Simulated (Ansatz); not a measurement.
Generalised stacking-fault energy along a line for GaN (zinc blende)

Generalised stacking fault of GaN (zinc blende) on the {111} plane, glide cut. The cell below holds the perfect crystal with the plane normal along z; tilting its third vector by the shift puts one fault into each cell, between planes 0.65 Å apart, at fixed cell height.

```
CELL_PARAMETERS angstrom
      3.18050     0.00000     0.00000
      1.59025     2.75440     0.00000
     -0.00001     0.00000     7.79060
ATOMIC_POSITIONS crystal
  N  0.66667 0.66667 0.04167
  N  0.33333 0.33333 0.37500
  N  0.00000 0.00000 0.70833
  Ga 0.00000 0.00000 0.95833
  Ga 0.66667 0.66667 0.29167
  Ga 0.33333 0.33333 0.62500
```

In-plane vectors a = (3.181, 0.000) Å, b = (1.590, 2.754) Å, area 8.76 Å². The shift is s times the vector a + b (length 5.509 Å), so s = 1 restores the start. Atoms relax along the normal only. γ = [E(shift) − E(0)] / area.

All values below come from r2SCAN (plane waves to 500 eV, PAW, scalar-relativistic; Ansatz, a program for electronic structure). k mesh 10×10×4 (Γ-centred), Fermi-Dirac smearing 0.05 eV. E is the zero-smearing estimate. Compression counts positive. Some relaxations began with atoms very close together and may have settled on another branch. As the smearing reaches across the gap at some points, the k mesh leaves noise in γ, roughly 0.02 J/m² as judged from a few cases. Faults lie only 7.8 Å apart, and holding the cell height raises γ above its relaxed value. GaN was relaxed with its symmetry unable to fall. The zero of γ is zero shift.

```
shift (Å)  γ (J/m²)  σ normal to the fault (GPa)
---------  --------  ---------------------------
0.000          0.00                          0.0
0.459          3.00                         15.1
0.918          7.90                         45.3
1.377         10.45                         62.6
1.836         11.21                         67.9
2.295         10.45                         62.6
2.754          7.89                         45.2
3.213          2.97                         14.9
3.673         -0.05                         -0.4
4.132          1.13                          5.1
4.591          1.88                          9.2
5.050          1.16                          5.3
```

Key numbers:

| Quantity | Result |
|---|---|
| Highest computed γ on the line | 11.21 J/m² |
| Position of the highest point | s = 0.333 |
| Local minima between the ends | s = 0.667 |
| γ at the intrinsic stacking fault, s = 0.667 | -0.05 J/m² |
| Lower barrier from zero shift into that minimum (unstable fault energy, highest computed point) | 1.88 J/m² |
| Steepest slope dγ/d(shift) before the first maximum (spline) | 110 GPa |

The 12 points together took very roughly 70 core-minutes.

(The slope of γ gives the shear force per area between the displaced halves; near zero shift its curvature is an elastic stiffness.)
